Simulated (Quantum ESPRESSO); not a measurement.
Simulation results for Si$_{2}$BPC$_{4}$ (made-up cell)

Calculation on a made-up crystal cell, not a measurement, rerun at a higher cutoff and a denser mesh: periodic Kohn-Sham density functional theory in plane waves with PseudoDojo standard norm-conserving scalar-relativistic pseudopotentials, each functional with its own files (v0.5 for PBE, v0.4.1 for LDA and PBEsol), no spin polarisation, no spin-orbit coupling, atoms not relaxed, stress positive in tension, energies less a fixed whole-eV offset for each atom's element; levels are Kohn-Sham levels at fractions of this cell's reciprocal vectors, counted from the reference band (half the neutral cell's valence electrons, rounded up) at Gamma; error bars give the change to or from the runs named with them, not the error of the files; each bar is the largest change over components, and at least 0.002 eV, 0.002 eV per angstrom or 0.02 GPa; energies are for the whole cell, and the offsets were chosen from early runs and are not element reference energies. Program: Quantum ESPRESSO 7.5.

```yaml
- formula: Si2BPC4
  kind: "made-up cell"
  structure:
    cell_angstrom:
      - [3.1097, -0.0131, -0.0191]
      - [-0.0227, 5.3992, 0.0705]
      - [-0.0313, 0.0665, 5.0446]
    atoms_fractional:
      - [Si, -0.02919, 0.01283, -0.00873]
      - [B, 0.50039, 0.48819, 0.00215]
      - [P, 0.48129, 0.17468, 0.53021]
      - [Si, 0.00587, 0.67163, 0.49817]
      - [C, 0.01909, 0.01229, 0.36381]
      - [C, 0.53067, 0.52435, 0.4069]
      - [C, 0.50119, 0.16983, 0.8724]
      - [C, -0.01185, 0.64684, 0.87416]
  given:
    lattice_type: wurtzite
    functional: pbe
    "cutoff [eV]": 1347
    "fermi_dirac_smearing [eV]": 0.025
    "scf_tolerance [eV]": 1.0e-07
    electrons_removed: 0
    k_mesh: "8 x 6 x 6, shifted by half a step"
    atom_site: [1, 2, 3, 4, 5, 6, 7, 8]
    "atom_energy_offset [eV]": [-115, -79, -189, -115, -163, -163, -163, -163]
  results:
    "free_energy_less_offsets [eV]": -1.463
    scf_iterations: 13
    "smearing_term_minus_ts [eV]": 0.0
    "pressure [GPa]": -15.11
    "stress_xx [GPa]": 11.78
    "stress_yy [GPa]": 25.85
    "stress_zz [GPa]": 7.689
    "stress_yz [GPa]": 4.817
    "stress_xz [GPa]": -4.988
    "stress_xy [GPa]": -1.254
    force_site: [1, 2, 3, 4, 5, 6, 7, 8]
    "force_x [eV/angstrom]": [2.224, 0.1557, 1.398, 2.343, -1.008, -3.201, -2.021, 0.1103]
    "force_y [eV/angstrom]": [-3.351, 2.091, 2.186, 0.358, 0.9844, -4.118, 1.555, 0.2953]
    "force_z [eV/angstrom]": [-0.03971, -0.9218, -3.292, 2.063, 2.228, -3.801, 1.369, 2.394]
    "error_bar_energy [eV]": 0.002309
    "error_bar_stress [GPa]": 0.1668
    "error_bar_force [eV/angstrom]": 0.006915
    error_bars_from: "change from the looser run of this cell"
```
